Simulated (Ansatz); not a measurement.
Ga in space group Pm-3m (No. 221; Ga on 1b) at seven volumes, PBE (plane waves, PAW; program Ansatz), scaled uniformly. One row is withheld.

```csv
V (Å³/atom),P (GPa)
18.371,5.11
18.977,3.06
19.583,1.41
20.188,0.00
20.794,?
21.400,-2.36
22.005,-3.28
```

Problem. Fit the shown pressures and predict the withheld one.

Solution. P = (3/2)B₀(x^(7/2) − x^(5/2))[1 + (3/4)(B′ − 4)(x − 1)] with x = (V₀/V)^(2/3). Least squares on the six rows gives V₀ = 20.171 Å³/atom, B₀ = 44.9 GPa, B′ = 4.09. At V = 20.794, x = 0.9799 and P = -1.28 GPa. The run itself gave -1.27 GPa.

The cell is a constructed one: a structure type filled with these elements; neither database checked (COD, Materials Project) lists it. It is not the phase usual at ambient conditions (space group No. 64). Symmetry was held in the PBE relaxation. At this level the phase is mechanically unstable.

Potentials: the later of the program's two PAW sets.
